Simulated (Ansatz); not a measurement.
Start of a relaxation of Ti₃W₂:

```cif
data_structure
_symmetry_space_group_name_H-M 'R-3m:H'
_symmetry_Int_Tables_number 166
_cell_length_a 3.1713
_cell_length_b 3.1713
_cell_length_c 23.0644
_cell_angle_alpha 90.000
_cell_angle_beta 90.000
_cell_angle_gamma 120.000
_cell_volume 200.89
loop_
_atom_site_label
_atom_site_type_symbol
_atom_site_symmetry_multiplicity
_atom_site_Wyckoff_symbol
_atom_site_fract_x
_atom_site_fract_y
_atom_site_fract_z
_atom_site_occupancy
Ti1 Ti 6 c 0.66667 0.33333 0.11275 1
Ti2 Ti 3 a 0.00000 0.00000 0.00000 1
W1 W 6 c 0.33333 0.66667 0.27858 1
```

The calculation used DFT PBE, scalar-relativistic, plane waves, PAW in Ansatz 0.2.0. Cutoff 420 eV, Gaussian smearing, Γ-centred meshes. Cell and atoms relax first on a coarse mesh and then on a finer one. In between, the cell is made exact in the group found at 0.06 Å. In metals the finer mesh still leaves noise of several meV/atom or more. The steps can't lower the symmetry of their start. No spin polarisation in the relaxation; trial moments died out in a coarse test.

A guess keeps its type if space group and coordination stay and the shape of the cell changes little (axis ratios within about 15 %, angles within 6°); the volume may change.

Q: Does this structure survive the relaxation?

A: It doesn't keep its type. The symmetry stays R-3m (No. 166). The volume per atom grows by 24.9 %, from 13.4 to 16.7 Å³. The shortest distance goes from 2.22 Å (Ti–W) to 2.84 Å (Ti–Ti and W–W). The ratio c/a of the conventional cell changes by a factor of 1.73. Counting neighbours within 15 % of an atom's shortest distance, the start has Ti 3/6, W 6 and the end Ti 12, W 12. In detail, at the end Ti on a site of symmetry 3m is surrounded by 9 Ti at 2.84–2.86 Å and 3 W at 2.92 Å; Ti on a site of symmetry -3m is surrounded by 6 Ti at 2.84 Å and 6 W at 2.90 Å; W is surrounded by 6 W at 2.84 Å and 6 Ti at 2.90–2.92 Å.

```cif
data_structure
_symmetry_space_group_name_H-M 'R-3m:H'
_symmetry_Int_Tables_number 166
_cell_length_a 2.8427
_cell_length_b 2.8427
_cell_length_c 35.8661
_cell_angle_alpha 90.000
_cell_angle_beta 90.000
_cell_angle_gamma 120.000
_cell_volume 250.99
loop_
_atom_site_label
_atom_site_type_symbol
_atom_site_symmetry_multiplicity
_atom_site_Wyckoff_symbol
_atom_site_fract_x
_atom_site_fract_y
_atom_site_fract_z
_atom_site_occupancy
Ti1 Ti 6 c 0.00000 0.00000 0.80060 1
Ti2 Ti 3 a 0.00000 0.00000 0.00000 1
W1 W 6 c 0.66667 0.33333 0.93331 1
```

The zero of energy is the elements' standard structures at the same level; no fitted shifts are applied.

Q: At what energy does it end?

A: +0.23 eV/atom. The separate elements lie lower, so it is unstable against them.

The last run used an 18×18×18 mesh for its 5-atom cell and Gaussian smearing of 0.10 eV. These runs have no spin–orbit coupling, which can matter for W. A structure relaxed within its symmetry needn't be a true minimum.

In counts of neighbours, a slash parts the counts of unlike sites.
